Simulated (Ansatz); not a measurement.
Input file for Ansatz (a first-principles code):

Ansatz 0.2 input:
```yaml
crystal:
  lattice:
    - [0.0, 3.5089278186, 3.5089278186]
    - [3.5089278186, 0.0, 3.5089278186]
    - [3.5089278186, 3.5089278186, 0.0]
  atoms:
    - { symbol: Rb, position: [0.0, 0.0, 0.0] }
    - { symbol: Br, position: [0.5, 0.5, 0.5] }
kpoints:
  mp_grid: { grid: [7, 7, 7] }
hamiltonian:
  xc: pbe
  pseudopotentials: { kind: paw }
scf:
  occupations: { method: fixed }
elastic: { mode: relaxed_ion, stencil: two_point, amplitude: 0.005, f_tol: 0.0005 }
```

Output (shortened):

```
Pseudopotential: Rb, paw, valence charge 9
Pseudopotential: Br, paw, valence charge 7
Functional definition: PBE
Crystal: 2 atoms, lattice volume = 86.408 Å³
Basis set: ecut = 420 eV, 1687 PW (Γ), exchange–correlation on 72×72×72 points (8 copies of the dense FFT grid, shifted against one another)
Bands: 12, of which v1, the nominal top of the filled ones, is band 8 counted from 1 (7 counted from 0)
Symmetry: 48 space group operations
Space group: Fm-3m (ITA 225), of the structure as read, at distance tolerance 4.4e-5 Å
k-points: 20 of 343
SCF iter   1: F=—  HF=-6054.070356 eV  |F-HF|=—  |Δ(HF+E_count)|=         —  Δρ=2.27e-4  dr2=1.02e-4  ethr=1.77e-3  ⟨swp⟩=6.0  Hψ=1383  notcnv=0  defer=34
preconditioner: auto → none
SCF iter   2: F=—  HF=-6054.070539 eV  |F-HF|=—  |Δ(HF+E_count)|=   1.83e-4  Δρ=8.39e-5  dr2=7.55e-6  ethr=6.37e-7  ⟨swp⟩=3.1  Hψ=727  notcnv=0  defer=38
SCF iter   3: F=—  HF=-6054.070559 eV  |F-HF|=—  |Δ(HF+E_count)|=   1.99e-5  Δρ=3.49e-5  dr2=7.52e-7  ethr=4.72e-8  ⟨swp⟩=2.6  Hψ=413  notcnv=0  defer=38
SCF iter   4: F=—  HF=-6054.070561 eV  |F-HF|=—  |Δ(HF+E_count)|=   2.57e-6  Δρ=1.19e-5  dr2=2.40e-7  ethr=4.70e-9  ⟨swp⟩=2.0  Hψ=380  notcnv=0  defer=32
SCF iter   5: F=—  HF=-6054.070561 eV  |F-HF|=—  |Δ(HF+E_count)|=   1.00e-7  Δρ=1.46e-6  dr2=2.57e-9  ethr=1.50e-9  ⟨swp⟩=2.0  Hψ=336  notcnv=0  defer=33
SCF iter   6: F=—  HF=-6054.070561 eV  |F-HF|=—  |Δ(HF+E_count)|=   1.28e-8  Δρ=5.07e-7  dr2=3.18e-10  ethr=1.61e-11  ⟨swp⟩=2.0  Hψ=383  notcnv=0  defer=33
SCF iter   7: F=—  HF=-6054.070561 eV  |F-HF|=—  |Δ(HF+E_count)|=  2.91e-10  Δρ=1.06e-7  dr2=1.23e-11  ethr=1.99e-12  ⟨swp⟩=2.2  Hψ=324  notcnv=0  defer=33
SCF iter   8: F=—  HF=-6054.070561 eV  |F-HF|=—  |Δ(HF+E_count)|=  9.09e-13  Δρ=1.85e-8  dr2=3.02e-13  ethr=7.69e-14 (applied; sched 1.00e-12)  ⟨swp⟩=2.1  Hψ=376  notcnv=0  defer=34
SCF iter   9: F=-6054.070561 eV  HF=-6054.070561 eV  |F-HF|=0.00e0  |Δ(HF+E_count)|=  3.64e-12  Δρ=4.53e-9  dr2=1.58e-14  ethr=1.00e-12  ⟨swp⟩=8.9  Hψ=1468  notcnv=0
SCF 1 converged in 9 iterations: F = -6054.070561 eV  dr2 = 1.58e-14
Crystal: 2 atoms, lattice volume = 85.976 Å³
Symmetry: 16 space group operations
k-points: 40 of 343
iter 1 solved again at ethr=4.54e-7 eV; its pass at ethr=3.10e-3 eV (dr2=7.26e-5 eV) is discarded
SCF iter   1: F=—  HF=-6054.070385 eV  |F-HF|=—  |Δ(HF+E_count)|=         —  Δρ=1.19e-4  dr2=2.96e-5  ethr=4.54e-7  ⟨swp⟩=3.2  Hψ=3258  notcnv=0  defer=80
preconditioner: auto → none
SCF iter   2: F=—  HF=-6054.070376 eV  |F-HF|=—  |Δ(HF+E_count)|=   9.27e-6  Δρ=5.40e-5  dr2=3.52e-6  ethr=1.85e-7  ⟨swp⟩=2.9  Hψ=778  notcnv=0  defer=58
SCF iter   3: F=—  HF=-6054.070377 eV  |F-HF|=—  |Δ(HF+E_count)|=   1.19e-6  Δρ=1.80e-5  dr2=3.86e-7  ethr=2.20e-8  ⟨swp⟩=2.5  Hψ=737  notcnv=0  defer=20
SCF iter   4: F=—  HF=-6054.070376 eV  |F-HF|=—  |Δ(HF+E_count)|=   1.76e-6  Δρ=4.00e-6  dr2=1.27e-8  ethr=2.41e-9  ⟨swp⟩=2.5  Hψ=762  notcnv=0  defer=1
SCF iter   5: F=—  HF=-6054.070376 eV  |F-HF|=—  |Δ(HF+E_count)|=   1.39e-8  Δρ=7.45e-7  dr2=3.67e-10  ethr=7.94e-11  ⟨swp⟩=2.3  Hψ=714  notcnv=0  defer=1
SCF iter   6: F=—  HF=-6054.070376 eV  |F-HF|=—  |Δ(HF+E_count)|=  8.21e-10  Δρ=8.12e-8  dr2=3.95e-12  ethr=2.30e-12  ⟨swp⟩=2.4  Hψ=759  notcnv=0  defer=1
SCF iter   7: F=-6054.070376 eV  HF=-6054.070376 eV  |F-HF|=3.64e-12  |Δ(HF+E_count)|=  1.55e-11  Δρ=6.36e-9  dr2=2.43e-14  ethr=1.00e-12  ⟨swp⟩=4.5  Hψ=2405  notcnv=0
SCF 2 converged in 7 iterations: F = -6054.070376 eV  dr2 = 2.43e-14
Crystal: 2 atoms, lattice volume = 86.840 Å³
iter 1 solved again at ethr=7.31e-11 eV; its pass at ethr=3.10e-3 eV (dr2=1.17e-8 eV) is discarded
SCF iter   1: F=—  HF=-6054.070386 eV  |F-HF|=—  |Δ(HF+E_count)|=         —  Δρ=3.41e-6  dr2=8.88e-9  ethr=7.31e-11  ⟨swp⟩=3.1  Hψ=3156  notcnv=0  defer=44
preconditioner: auto → none
SCF iter   2: F=—  HF=-6054.070386 eV  |F-HF|=—  |Δ(HF+E_count)|=   1.52e-7  Δρ=1.30e-6  dr2=9.56e-10  ethr=5.55e-11  ⟨swp⟩=2.1  Hψ=760  notcnv=0  defer=44
SCF iter   3: F=—  HF=-6054.070386 eV  |F-HF|=—  |Δ(HF+E_count)|=   4.10e-8  Δρ=3.04e-7  dr2=5.62e-11  ethr=5.98e-12  ⟨swp⟩=2.0  Hψ=760  notcnv=0  defer=44
SCF iter   4: F=—  HF=-6054.070386 eV  |F-HF|=—  |Δ(HF+E_count)|=   2.39e-9  Δρ=9.74e-8  dr2=2.79e-12  ethr=3.52e-13 (applied; sched 1.00e-12)  ⟨swp⟩=2.0  Hψ=760  notcnv=0  defer=44
SCF iter   5: F=—  HF=-6054.070386 eV  |F-HF|=—  |Δ(HF+E_count)|=  3.35e-10  Δρ=1.38e-8  dr2=1.32e-13  ethr=1.74e-14 (applied; sched 1.00e-12)  ⟨swp⟩=2.0  Hψ=760  notcnv=0  defer=44
SCF iter   6: F=-6054.070386 eV  HF=-6054.070386 eV  |F-HF|=9.09e-13  |Δ(HF+E_count)|=  4.55e-12  Δρ=2.05e-9  dr2=1.39e-15  ethr=1.00e-12  ⟨swp⟩=5.0  Hψ=1764  notcnv=0
SCF 3 converged in 6 iterations: F = -6054.070386 eV  dr2 = 1.39e-15
Crystal: 2 atoms, lattice volume = 86.407 Å³
Symmetry: 8 space group operations
k-points: 64 of 343
iter 1 solved again at ethr=2.81e-7 eV; its pass at ethr=3.10e-3 eV (dr2=4.50e-5 eV) is discarded
SCF iter   1: F=—  HF=-6054.070531 eV  |F-HF|=—  |Δ(HF+E_count)|=         —  Δρ=7.03e-5  dr2=3.29e-6  ethr=2.81e-7  ⟨swp⟩=3.0  Hψ=5138  notcnv=0  defer=128
preconditioner: auto → none
SCF iter   2: F=—  HF=-6054.070532 eV  |F-HF|=—  |Δ(HF+E_count)|=   1.43e-7  Δρ=3.44e-5  dr2=7.78e-7  ethr=2.05e-8  ⟨swp⟩=2.5  Hψ=1177  notcnv=0  defer=76
SCF iter   3: F=—  HF=-6054.070534 eV  |F-HF|=—  |Δ(HF+E_count)|=   2.68e-6  Δρ=2.91e-6  dr2=6.01e-9  ethr=4.86e-9  ⟨swp⟩=2.6  Hψ=1297  notcnv=0  defer=40
SCF iter   4: F=—  HF=-6054.070534 eV  |F-HF|=—  |Δ(HF+E_count)|=   1.01e-8  Δρ=5.30e-7  dr2=4.06e-10  ethr=3.76e-11  ⟨swp⟩=2.1  Hψ=1280  notcnv=0  defer=40
SCF iter   5: F=—  HF=-6054.070534 eV  |F-HF|=—  |Δ(HF+E_count)|=  1.23e-10  Δρ=1.00e-7  dr2=1.08e-11  ethr=2.54e-12  ⟨swp⟩=2.0  Hψ=1216  notcnv=0  defer=40
SCF iter   6: F=—  HF=-6054.070534 eV  |F-HF|=—  |Δ(HF+E_count)|=  7.28e-12  Δρ=2.21e-8  dr2=2.44e-13  ethr=6.76e-14 (applied; sched 1.00e-12)  ⟨swp⟩=2.2  Hψ=1213  notcnv=0  defer=40
SCF iter   7: F=-6054.070534 eV  HF=-6054.070534 eV  |F-HF|=9.09e-13  |Δ(HF+E_count)|=  1.82e-12  Δρ=5.14e-9  dr2=1.21e-14  ethr=1.00e-12  ⟨swp⟩=5.0  Hψ=2893  notcnv=0
SCF 4 converged in 7 iterations: F = -6054.070534 eV  dr2 = 1.21e-14
Crystal: 2 atoms, lattice volume = 86.407 Å³
iter 1 solved again at ethr=2.48e-12 eV; its pass at ethr=3.10e-3 eV (dr2=3.97e-10 eV) is discarded
SCF iter   1: F=—  HF=-6054.070534 eV  |F-HF|=—  |Δ(HF+E_count)|=         —  Δρ=9.68e-7  dr2=3.85e-10  ethr=2.48e-12  ⟨swp⟩=4.2  Hψ=5544  notcnv=0  defer=70
preconditioner: auto → none
SCF iter   2: F=—  HF=-6054.070534 eV  |F-HF|=—  |Δ(HF+E_count)|=   8.10e-8  Δρ=4.93e-7  dr2=6.59e-11  ethr=2.41e-12  ⟨swp⟩=2.0  Hψ=1280  notcnv=0  defer=70
SCF iter   3: F=—  HF=-6054.070534 eV  |F-HF|=—  |Δ(HF+E_count)|=   3.30e-9  Δρ=1.49e-7  dr2=8.42e-12  ethr=4.12e-13 (applied; sched 1.00e-12)  ⟨swp⟩=2.2  Hψ=1163  notcnv=0  defer=70
SCF iter   4: F=—  HF=-6054.070534 eV  |F-HF|=—  |Δ(HF+E_count)|=  3.20e-10  Δρ=2.07e-8  dr2=1.82e-13  ethr=5.26e-14 (applied; sched 1.00e-12)  ⟨swp⟩=2.0  Hψ=1127  notcnv=0  defer=70
SCF iter   5: F=-6054.070534 eV  HF=-6054.070534 eV  |F-HF|=0.00e0  |Δ(HF+E_count)|=  1.82e-12  Δρ=4.37e-9  dr2=4.64e-15  ethr=1.00e-12  ⟨swp⟩=5.0  Hψ=2823  notcnv=0
SCF 5 converged in 5 iterations: F = -6054.070534 eV  dr2 = 4.64e-15
SCF converged after 9 iterations
Free energy (F): -6054.070561 eV
Harris-Foulkes:  -6054.070561 eV  (|F-HF|=0.00e0)
Internal energy: -6054.070561 eV  (E = F + TS)
E sigma→0 (E₀):  -6054.070561 eV
Fermi energy:    0.762733 eV
--- Per-component energies (eV) ---
  E_band       = -115.238071
  E_kinetic    = 326.590931
  E_local      = -827.008258  (includes V_loc(G=0)·N_el)
  E_nonlocal   = 243.229575
  E_hartree    = 216.010713
  E_xc         = -395.986157
  E_vxc        = -241.580023  (∫ρ·V_xc dr)
  E_paw        = -4864.554101  (= ΣΔE_a)
  E_vpaw       = -48.491718  (= ΣTr[D̂ρ^β])
  E_aug_tail   = -0.000001  (compensation charges beyond the density's cutoff)
  E_ewald      = -752.353262
  E_smearing   =  0.000000  (= −TS)
  E_closure    = 0.000000  (closes the sum)
  Σ components = -6054.070561   (vs F -6054.070561, Δ=0.00e0)
  [band-id]    e_kinetic+e_local+e_nonlocal+2·e_hartree+e_vxc+e_vpaw+e_augmentation_tail = -115.238069   (vs E_band -115.238071, Δ=1.46e-6)
--- Forces (eV/Å), atoms counted from 1 ---
  atom   1  Rb     0.00000000     0.00000000     0.00000000
  atom   2  Br     0.00000000     0.00000000     0.00000000
  max |Σ_I F_I| component: 0.0 eV/Å
--- Stress (GPa, compression-positive) ---
        0.000074       0.000000       0.000000
        0.000000       0.000074       0.000000
        0.000000       0.000000       0.000074
  P = ⅓ Tr σ = 0.0001 GPa (0.001 kbar)
--- Band table (eV; the first three rows and the last of 20) ---
  k-point 0: bands = ["-23.8085", "-11.3512", "-7.8762", "-7.8762", "-7.8762", "0.7627", "0.7627", "0.7627", "4.9532", "8.0171", "8.0171", "8.0171"]
  k-point 1: bands = ["-23.8073", "-11.3566", "-7.8775", "-7.8775", "-7.8705", "0.5577", "0.7036", "0.7036", "5.4009", "7.8965", "8.2423", "8.2423"]
  k-point 2: bands = ["-23.8046", "-11.3686", "-7.8805", "-7.8805", "-7.8576", "0.1782", "0.5770", "0.5770", "6.4166", "7.8688", "8.8816", "8.8816"]
  k-point 19: bands = ["-23.8003", "-11.3308", "-7.9773", "-7.9478", "-7.8693", "0.2891", "0.4126", "0.4803", "7.4859", "8.1182", "8.7792", "9.1651"]
--- Elastic constants: 2 strain directions × 2 members + reference (group order 48) ---
  dense FFT box of the reference and of every strained cell: 36×36×36
  strains applied: 11, 23; error gains: componentwise 1.00 (the most a stress slope's error grows in a printed constant), spectral 1.73 (1 for all six strains …
  C = ∂σ_k/∂η_j (tension-positive GPa; Voigt order 11 22 33 23 13 12):
        26.977      4.297      4.297      0.000      0.000      0.000
         4.297     26.977      4.297      0.000      0.000      0.000
         4.297      4.297     26.977      0.000      0.000      0.000
         0.000      0.000      0.000      4.187      0.000      0.000
         0.000      0.000      0.000      0.000      4.187      0.000
         0.000      0.000      0.000      0.000      0.000      4.187
  reference stress σ⁰ (GPa):      0.000      0.000      0.000      0.000      0.000      0.000
  C* (energy form; C + prestress term) asymmetry max|C*_kj − C*_jk| = 8.882e-16 GPa — a small one proves nothing (zero by symmetry where the batch's group is …
  moduli (Voigt/Reuss/Hill, GPa): K = 11.86/11.86/11.86   G = 7.05/5.60/6.32   E = 16.11   ν = 0.274
  mechanically stable: yes (min eigenvalue of sym C = 4.19 GPa)
  where every solve meets its electron count the energy-path curvature estimates C_jj along a normal strain and C_jj − ¼(σ⁰_aa + σ⁰_bb) along a shear (ab), of …
  strain η (Voigt 11):  stress-route row diagonal C_11 = 26.98 GPa, energy-path curvature d²(F+E_count+ΔE)/dδ²/Ω₀ = 26.96 GPa
         δ    σ_11 (GPa)             F (eV)   n_scf  n_hpsi   n_pw
    -5.000e-3      -0.1400       -6054.0703756       7    9975   1707   relax 0 steps, max|allowed force component| 0.0 eV/Å
     5.000e-3       0.1298       -6054.0703858       6    8530   1720   relax 0 steps, max|allowed force component| 0.0 eV/Å
  strain η (Voigt 23):  stress-route row diagonal C_44 = 4.19 GPa, energy-path curvature d²(F+E_count+ΔE)/dδ²/Ω₀ = 4.19 GPa
         δ    σ_23 (GPa)             F (eV)   n_scf  n_hpsi   n_pw
    -5.000e-3      -0.0209       -6054.0705343       7   15118   1710   relax 0 steps, max|allowed force component| 0.0 eV/Å
     5.000e-3       0.0209       -6054.0705343       5   12837   1710   relax 0 steps, max|allowed force component| 0.0 eV/Å
```

Cost: about 11 core-seconds (a rough figure) on shared cores.

The PBE relaxation kept the symmetry of its start; phonons on a q-mesh show no instability. Scalar-relativistic: spin–orbit coupling is off unless named, which matters more the heavier the elements.

Potentials: the later of the program's two PAW sets.

Ansatz is a plane-wave DFT program.
